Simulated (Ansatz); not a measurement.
Ge₂CN₄ on the sites of β-Si3N4 (relaxed group Pm): an Ansatz output whose functional has been blanked. The geometry is the r2SCAN minimum.

```cif
data_structure
_symmetry_space_group_name_H-M 'P 1'
_symmetry_Int_Tables_number 1
_cell_length_a 7.1614
_cell_length_b 2.9363
_cell_length_c 7.5560
_cell_angle_alpha 90.000
_cell_angle_beta 117.849
_cell_angle_gamma 90.000
_cell_volume 140.48
loop_
_atom_site_label
_atom_site_type_symbol
_atom_site_fract_x
_atom_site_fract_y
_atom_site_fract_z
_atom_site_occupancy
Ge1 Ge 0.59076 0.50000 0.84225 1
Ge2 Ge 0.83194 0.00000 0.23018 1
Ge3 Ge 0.76278 0.00000 0.58259 1
Ge4 Ge 0.26394 0.50000 0.41565 1
C1 C 0.19489 0.50000 0.80180 1
C2 C 0.40635 0.00000 0.17369 1
N1 N 0.31093 0.50000 0.69029 1
N2 N 0.61986 0.00000 0.29690 1
N3 N 0.62940 0.50000 0.61509 1
N4 N 0.73077 0.00000 0.96649 1
N5 N 0.05082 0.00000 0.75592 1
N6 N 0.97941 0.50000 0.34229 1
N7 N 0.27637 0.00000 0.26889 1
N8 N 0.35179 0.50000 0.01797 1
```

```
Crystal: 14 atoms, lattice volume = 140.484 Å³
Basis set: ecut = 420 eV, 2735 PW (Γ)
Bands: 118, of which v1, the nominal top of the filled ones, is band 104 counted from 1 (103 counted from 0)
Symmetry: 2 space group operations + 2 with time reversal
Magnetic group: BNS 6.19 (UNI 26)
k-points: 50 of 128 (time reversal used)
SCF 1 converged in 12 iterations: F = -20746.689521 eV  dr2 = 3.40e-8
NSCF: frozen V_eff on 10 k-points
SCF converged after 12 iterations
Free energy (F): -20746.689521 eV
Fermi energy:    9.818697 eV
--- Per-component energies (eV) ---
  E_band       = -454.747407
  E_kinetic    = 1675.692130
  E_local      = -11827.759646
  E_nonlocal   = 2115.815191
  E_hartree    = 5007.289251
  E_xc         = -875.188773
  E_vxc        = -984.707315
  E_paw        = -9315.748458
  E_vpaw       = -1448.366624
  E_ewald      = -7526.791242
--- Forces (eV/Å), atoms counted from 1 ---
  atom   1  Ge    -0.11985      0.00000      0.11667
  atom   2  Ge      0.00712      0.00000    -0.02362
  atom   3  Ge      0.24873      0.00000      0.03712
  atom   4  Ge      0.15877      0.00000      0.15188
  atom   5  C     -0.09361      0.00000    -0.01341
  atom   6  C     -0.02676      0.00000    -0.10322
  atom   7  N     -0.36836      0.00000    -0.03523
  atom   8  N     -0.26926      0.00000    -0.10949
  atom   9  N     -0.16965      0.00000    -0.12693
  atom  10  N       0.36731      0.00000    -0.04242
  atom  11  N       0.18630      0.00000      0.23448
  atom  12  N     -0.02049      0.00000      0.26132
  atom  13  N       0.11400      0.00000    -0.32037
  atom  14  N     -0.01434      0.00000    -0.02680
--- Stress (GPa, compression-positive) ---
        6.385391       0.000000       0.348518
        0.000000       6.405775       0.000000
        0.348516       0.000000       6.704701
  P = ⅓ Tr σ = 6.4986 GPa (64.986 kbar)
--- Band table (eV; the first three rows and the last of 50) ---
  k-point 0: bands = […, 9.1194, 9.1194, 9.5038, 9.5038, 9.5123, 9.5123, 9.8187, 9.8187, 11.3663, 11.3663, 11.6336, 11.6336, 13.1966, 13.1966, …]
  k-point 1: bands = […, 8.9404, 8.9446, 9.4380, 9.4386, 9.5502, 9.5504, 9.7897, 9.7903, 11.4618, 11.4650, 12.0472, 12.0527, 13.3793, 13.3809, …]
  k-point 2: bands = […, 8.8828, 8.8828, 9.4868, 9.4868, 9.6107, 9.6107, 9.7447, 9.7447, 11.5136, 11.5136, 12.5468, 12.5468, 13.4183, 13.4183, …]
  k-point 49: bands = […, 8.0730, 8.0730, 8.4737, 8.4737, 9.1155, 9.1155, 9.2914, 9.2914, 12.8610, 12.8610, 13.8431, 13.8431, 13.9905, 13.9905, …]
```

Question: Which level of theory was used?
A. HSE06+SOC
B. PBE+SOC
C. r2SCAN+SOC
D. PBE

Answer: B. PBE+SOC. There is no exchange loop, so no exact exchange. The compression on the r2SCAN cell fits PBE, which tends to larger cells. Each band holds one electron and the count is doubled, so the run is non-collinear with spin-orbit coupling. With PBE+SOC the valence top lies at Γ and the conduction bottom at Y₂, 1.49 eV higher; the smallest vertical gap, at Y₂–Γ (0.50 of the way from Y₂), is 1.55 eV. The log narrows the family; the member has to be judged from the numbers.

It took 35 s on 1 × NVIDIA H100 80GB HBM3 with 2 threads of AMD EPYC 7R13 Processor (Zen 3), on a shared host, load about 0.7 per core; peak host memory 1.3 GiB.

Values at 0 K without nuclear motion; no magnetic order is allowed, and the phase may be a hypothetical one.
